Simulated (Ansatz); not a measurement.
CuO₂: which magnetic state is lowest?

Theory: Ansatz 0.2.0, DFT PBEsol+U, scalar-relativistic, plane waves, PAW.

```xyz
3
Lattice="0.0000 2.3845 2.3845 2.3845 0.0000 2.3845 2.3845 2.3845 0.0000" Properties=species:S:1:pos:R:3 pbc="T T T"
Cu    0.0000    0.0000    0.0000
O     1.1922    1.1922    1.1922
O     3.5767    3.5767    3.5767
```

- plane-wave cutoff: 420 eV
- Γ-centred k-mesh: 16×16×16
- occupation rule: Gaussian smearing, 0.05 eV
- U_eff on Löwdin-orthogonalised atomic d orbitals: Cu 7 eV
- list of starting moments (μB, in atom order): 1 0 0
- check for lower electronic states after the SCF: on

All runs keep this geometry, which isn't relaxed for the lowest state (largest force there 0.000 eV/Å, pressure 6.4 GPa; forces reach 0.39 eV/Å in another state) and needn't be a stable compound; relaxing each order can shift differences of a few meV. A propagation vector, in units of the reciprocal vectors, doubles the cell, which takes an equally dense mesh. Site moments are spin moments in atom-centred spheres that scale with the neighbour distance. The states are those that the runs reached from these starts; a lower one can exist.

Starts tried: ferromagnetic; antiferromagnetic, doubled cell, propagation vector (0, 0, 1/2). Which state comes out lowest, and what are the moments?

The lowest state is ferromagnetic, reached from the start “ferromagnetic”, with site moments (μB) Cu +0.58, O +0.77 (×2).

```
                                                          start ends energy above lowest (meV/atom) site moments (μB) gap on mesh (eV) P (GPa)
                                                  ferromagnetic ferromagnetic                            0.00                          Cu +0.58, O +0.77 (×2) metal      6.4
antiferromagnetic, doubled cell, propagation vector (0, 0, 1/2) antiferromagnetic                            64.0  Cu +0.39, O +0.62 (×2), O -0.62 (×2), Cu -0.39             metal      7.0
```

Cost: 2 runs of about 1.3 core-minutes in all, on Intel Xeon Platinum 8488C (Sapphire Rapids) (shared hosts).